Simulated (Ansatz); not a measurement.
GdCd (CsCl-type structure)

Level of theory: DFT, PBEsol, scalar-relativistic, collinear spin; plane waves to 420 eV with PAW datasets (Ansatz 0.2.0), 8×8×8 k-mesh, Gaussian smearing of 0.05 eV; PAW files: Ansatz's generated set soft_2.

```
CELL_PARAMETERS angstrom
3.71526 0.00000 0.00000
0.00000 3.71526 0.00000
0.00000 0.00000 3.71526
ATOMIC_POSITIONS crystal
Gd 0.00000 0.00000 0.00000
Cd 0.50000 0.50000 0.50000
```

This is a trial structure made by placing the elements on a prototype's sites, so it needn't be the stable form.

Magnetic state: ferromagnetic, site spin moments Gd 7.14 μB.

Cell and atoms are those of this level's equilibrium.

The cell has space group Pm-3m (read at 0.01 Å). In it the stress is 0.00, 0.00, 0.00, 0.00, 0.00, 0.00 GPa and the largest force component 0.000 eV/Å. Each change below starts from this cell, without further relaxation. Stress is in GPa, positive in compression, in the order xx, yy, zz, yz, xz, xy; energies are counted from the cell above and are free energies with the smearing's entropy, which match forces and stress in a metal.

Q: What happens when atom 1 (Gd) is moved by 0.05 Å along z?

A: The energy changes by 3.7 meV per cell, and the force on it along the shift is -0.146 eV/Å (−F/u = 2.92 eV/Å²). Stress: 0.05, 0.05, -0.01, 0.00, 0.00, 0.00.
| atom | Fx (eV/Å) | Fy | Fz |
| --- | --- | --- | --- |
| Gd1 | 0.000 | 0.000 | -0.146 |
| Cd2 | 0.000 | 0.000 | 0.146 |
In a harmonic crystal the energy would rise by −½F·u = ½ × 2.92 × 0.05² eV = 3.7 meV, which matches.

Q: A single strain component, atoms carried along, gave the stress -0.01, 0.01, -0.01, 0.00, 0.42, 0.00. Which component, and about how large?

A: An engineering strain of -1 % in xz; the energy changes by 0.7 meV per cell.

Without a U the 4f levels of Gd lie too near the Fermi level, so their share of the states there, and what hangs on it, is overstated. No spin–orbit coupling, a notable omission for heavy elements. Site moments are of spin, integrated over atomic spheres. Only parallel moments were tried, so the real magnetic order may be another.
